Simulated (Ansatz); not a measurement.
NbSi₂:
```yaml
crystal:
  lattice:
    - [4.76913, 0.00000, 0.00000]
    - [-2.38457, 4.13019, 0.00000]
    - [0.00000, 0.00000, 6.57149]
  atoms:
    - { symbol: Nb, position: [0.50000, 0.00000, 0.50000] }
    - { symbol: Nb, position: [0.50000, 0.50000, 0.83333] }
    - { symbol: Nb, position: [0.00000, 0.50000, 0.16667] }
    - { symbol: Si, position: [0.15949, 0.31898, 0.50000] }
    - { symbol: Si, position: [0.84051, 0.15949, 0.83333] }
    - { symbol: Si, position: [0.68102, 0.84051, 0.16667] }
    - { symbol: Si, position: [0.84051, 0.68102, 0.50000] }
    - { symbol: Si, position: [0.15949, 0.84051, 0.83333] }
    - { symbol: Si, position: [0.31898, 0.15949, 0.16667] }
```

Relaxed with PBEsol. Special points in fractions of this cell's reciprocal vectors: Γ (0.000, 0.000, 0.000); M (0.500, 0.000, 0.000); K (0.333, 0.333, 0.000); A (0.000, 0.000, 0.500); L (0.500, 0.000, 0.500); H (0.333, 0.333, 0.500).

Task: List the band energies nearest the Fermi level at these points for PBEsol with spin–orbit coupling in the plane-wave PAW code Ansatz.

Result: In eV from the Fermi level; about four levels below and three above (degenerate sets whole), none deeper than 8.9 eV; points with the same levels are listed once.

```csv
k,below,above
Γ,-1.98 -1.98 -1.05 -1.05,0.73 0.73 3.22 3.22
M,-0.77 -0.77 -0.17 -0.17,0.02 0.02 0.75 0.75
K,-1.65 -1.64 -1.60 -1.60,0.27 0.30 0.30
A,-1.44 -1.44 -1.34 -1.34,0.91 0.91 0.93 0.93
L,-0.67 -0.67 -0.26 -0.26,1.43 1.43 1.82 1.82
H,-0.25 -0.24 -0.15 -0.15,0.79 0.79 2.03 2.03
```

Space group P6_222. Symmetry was held in the PBEsol relaxation; of distortions, only those at the zone centre were tested. The run is not spin-polarised.

Potentials: the later of the program's two PAW sets.
